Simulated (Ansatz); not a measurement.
KF (rock salt)

```xyz
2
Lattice="0.0000 2.7104 2.7104 2.7104 0.0000 2.7104 2.7104 2.7104 0.0000" Properties=species:S:1:pos:R:3 pbc="T T T"
F      0.0000     0.0000     0.0000
K      2.7104     2.7104     2.7104
```

The slice is a {110} plane (indices of the conventional cell) through the point (0.000, 0.000, 0.000) (fractional), spanned by u = [100] and v = [1 -1 -1] in vectors of this cell: u (3.83 Å) and v (5.42 Å, at 90° to u). It covers one period; positions are fractions (u, v).

These are PBE (plane waves to 420 eV, PAW, scalar-relativistic; Ansatz, an electronic-structure program) values and carry that method's errors. k mesh 11×11×11. Near the nuclei the fields are pseudised (PAW); where an atom keeps semicore shells as valence, they peak there. KF was relaxed with its symmetry unable to fall.

### Question
What is the valence density on the shortest F–K line in this plane (2.71 Å), at its minimum between the atoms?

### Answer
0.11 e/Å³.

### Question
What is the ELF at the density minimum of the shortest F–K line in this plane (2.71 Å)?

### Answer
0.0.

### Question
Predict the map of the electrostatic potential energy of an electron, from the cell's mean on the slice.

### Answer
```
|xxxxxxxxxxxx999988777777889999xxxxxxxxxx|
|xxxxxxxxxx9999998888777788999999xxxxxxxx|
|xxxxxxxxxx9999888877778888889999xxxxxxxx|
|xxxxxxxx99999988888877888888999999xxxxxx|
|xxxx9999999988888888778888888899999999xx|
|8888888888888888888877888888888888888888|
|6666667777777777777777777777777777776666|
|2233334455667777777777777777776655443333|
|xxxx0011335566777777777777776655331100xx|
|xxxxxxxx00335566777777777766553300xxxxxx|
|xxxxxxxxxx1144667777777777664411xxxxxxxx|
|xxxxxxxxxx0033556677777766553300xxxxxxxx|
|xxxxxxxxxxxx225566777777665522xxxxxxxxxx|
|xxxxxxxxxxxx115566777777665511xxxxxxxxxx|
|xxxxxxxxxxxx225566777777665522xxxxxxxxxx|
|xxxxxxxxxx0033556677777766553300xxxxxxxx|
|xxxxxxxxxx1144667777777777664411xxxxxxxx|
|xxxxxxxx00335566777777777766553300xxxxxx|
|xxxx0011335566777777777777776655331100xx|
|2233334455667777777777777777776655443333|
|6666667777777777777777777777777777776666|
|8888888888888888888877888888888888888888|
|xxxx9999999988888888778888888899999999xx|
|xxxxxxxx99999988888877888888999999xxxxxx|
|xxxxxxxxxx9999888888777788889999xxxxxxxx|
|xxxxxxxxxx9999998877778888999999xxxxxxxx|
|xxxxxxxxxxxx999988777777889999xxxxxxxxxx|
|xxxxxxxxxxxx999988777777889999xxxxxxxxxx|
```
Scale: ten equal steps from -2.00 (start of '0') to 6.00 (end of '9'), in the order '0123456789'. Values: electrostatic potential energy of an electron, from the cell's mean, in eV. The map has 20 points along u (two characters each, u = 0 at the left) and 28 along v (v = 0 in the bottom row). Points within 1 Å of a nucleus are blanked (x), as the pseudised field means little there. Values under -2 eV are set to -2. The zero, the cell's mean, hangs on the PAW cores.
